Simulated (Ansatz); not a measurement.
LiF (rock salt)

```yaml
crystal:
  lattice:
    - [0.00000, 4.06787, 4.06787]
    - [2.03393, 0.00000, 2.03393]
    - [2.03393, 2.03393, 0.00000]
  atoms:
    - { symbol: F, position: [0.00000, 0.00000, 0.00000] }
    - { symbol: F, position: [0.50000, 0.00000, 0.00000] }
    - { symbol: Li, position: [0.25000, 0.50000, 0.50000] }
    - { symbol: Li, position: [0.75000, 0.50000, 0.50000] }
```

A phonon eigenvector at L = (0.5, 0.0, 0.0) is frozen into this cell: atom i moves by Q times the vector below, so Q is the largest atomic displacement, in Å. The cell is held. (q is in reciprocal vectors of the primitive cell; the cell shown is doubled to hold the pattern.)

```csv
atom,x,y,z
F1,-0.577,0.577,0.577
F2,0.577,-0.577,-0.577
```

Atoms not listed stay in place.

Calculation: PBE (plane waves to 420 eV, PAW, scalar-relativistic; Ansatz, a quantum-chemistry and plane-wave program). k mesh 7×14×14 (Γ-centred), Fermi-Dirac smearing 0.05 eV. The energy includes the smearing's −TS. LiF was relaxed with its symmetry unable to fall. The zero of ΔE is the undisplaced structure.

```csv
Q (Å),ΔE (meV/cell)
-0.2800,788
-0.2333,540
-0.1867,342
-0.1400,withheld
-0.0933,84
-0.0467,21
0.0000,0
0.0467,21
0.0933,84
0.1400,withheld
0.1867,342
0.2333,540
0.2800,788
```

Fit an even polynomial form (powers 2, 4) to the given rows and predict ΔE at Q = -0.1400.

Least squares on the 11 given rows: ΔE = (9620)·Q² + (5503)·Q⁴, in meV/cell with Q in Å; root-mean-square residual 0.1 meV/cell. At -0.1400 the fit gives 191 meV/cell; the calculation gives 191 meV/cell, the same to the digits shown. The quadratic term alone would give 189 meV/cell.

(For displaced atoms, the force is minus the slope of the energy, and its curvature is a force constant, which sets phonon frequencies.)
